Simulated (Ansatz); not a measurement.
GaO16Zn15:
```yaml
crystal:
  lattice:
    - [6.48025, 0.00000, 0.00000]
    - [-3.24013, 5.61206, 0.00000]
    - [0.00000, 0.00000, 10.46563]
  atoms:
    - { symbol: Ga, position: [0.00000, 0.00000, 0.24897] }
    - { symbol: O, position: [0.00000, 0.00000, 0.42845] }
    - { symbol: O, position: [0.00000, 0.00000, 0.93958] }
    - { symbol: O, position: [0.00028, 0.50014, 0.43831] }
    - { symbol: O, position: [0.99903, 0.49952, 0.93987] }
    - { symbol: O, position: [0.49986, 0.99972, 0.43831] }
    - { symbol: O, position: [0.50048, 0.00097, 0.93987] }
    - { symbol: O, position: [0.49986, 0.50014, 0.43831] }
    - { symbol: O, position: [0.50048, 0.49952, 0.93987] }
    - { symbol: O, position: [0.84077, 0.15923, 0.19166] }
    - { symbol: O, position: [0.83376, 0.16624, 0.68817] }
    - { symbol: O, position: [0.84077, 0.68154, 0.19166] }
    - { symbol: O, position: [0.83376, 0.66752, 0.68817] }
    - { symbol: O, position: [0.31846, 0.15923, 0.19166] }
    - { symbol: O, position: [0.33248, 0.16624, 0.68817] }
    - { symbol: O, position: [0.33333, 0.66667, 0.18768] }
    - { symbol: O, position: [0.33333, 0.66667, 0.69002] }
    - { symbol: Zn, position: [0.00000, 0.00000, 0.74960] }
    - { symbol: Zn, position: [0.00370, 0.50185, 0.25067] }
    - { symbol: Zn, position: [0.99988, 0.49994, 0.74934] }
    - { symbol: Zn, position: [0.49815, 0.99630, 0.25067] }
    - { symbol: Zn, position: [0.50006, 0.00012, 0.74934] }
    - { symbol: Zn, position: [0.49815, 0.50185, 0.25067] }
    - { symbol: Zn, position: [0.50006, 0.49994, 0.74934] }
    - { symbol: Zn, position: [0.83189, 0.16811, 0.50052] }
    - { symbol: Zn, position: [0.83330, 0.16670, 0.99634] }
    - { symbol: Zn, position: [0.83189, 0.66378, 0.50052] }
    - { symbol: Zn, position: [0.83330, 0.66660, 0.99634] }
    - { symbol: Zn, position: [0.33622, 0.16811, 0.50052] }
    - { symbol: Zn, position: [0.33340, 0.16670, 0.99634] }
    - { symbol: Zn, position: [0.33333, 0.66667, 0.50152] }
    - { symbol: Zn, position: [0.33333, 0.66667, 0.99756] }
```

Relaxed with r²SCAN.

Tabulate the valence density and the electron localisation function along the shortest Ga–O contact (1.88 Å), DFT-r²SCAN in the program Ansatz with PAW potentials.



```csv
distance from Ga (Å),density (e/Å³),ELF
0.19,35.84,-0.09
0.28,22.08,0.03
0.38,11.66,0.04
0.47,5.50,0.04
0.56,2.57,0.09
0.66,1.35,0.14
0.75,0.90,0.20
0.85,0.76,0.26
0.94,0.78,0.38
1.03,0.92,0.57
1.13,1.20,0.74
1.22,1.68,0.81
1.31,2.44,0.81
1.41,3.51,0.78
1.50,4.73,0.69
1.60,5.88,0.55
1.69,6.78,0.39
```

The density is the valence pseudo-density with augmentation charge, so density and ELF within about 1 Å of a nucleus are not all-electron values.

Space group P3m1. The start of the workflow was typed in or built on a structure type; neither database checked (COD, Materials Project) lists it. Its standing as an ambient phase is unchecked. The r²SCAN relaxation kept the symmetry of its start; its stability against distortions is not shown here.

Potentials: the later of the program's two PAW sets.
